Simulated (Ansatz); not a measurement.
SiNi₂ (Pnma), relaxed with PBE (Ansatz, a quantum-chemistry and plane-wave program, plane waves, PAW): a = 5.0284 Å, b = 3.7287 Å, c = 7.0708 Å, α = 90.00°, β = 90.00°, γ = 90.00°.

```
Property        Value
--------------  -----
ΔH_f (eV/atom)  -0.55
```

Question: The same phase is relaxed and computed with LDA in the same code. What are the cell and these values now?

Answer: a = 4.878 Å, b = 3.661 Å, c = 6.938 Å, α = 90.00°, β = 90.00°, γ = 90.00°.

- ΔH_f (eV/atom) = -0.65

All cells were relaxed under the symmetry of their starts (and spin orders); stability against distortions was not tested throughout. Rows with no word on spin ran without spin polarisation.

Potentials: the later of the program's two PAW sets.

Ansatz is a plane-wave DFT program.

Formation energies count from the lowest solids of the elements computed at the same level, not from gases.
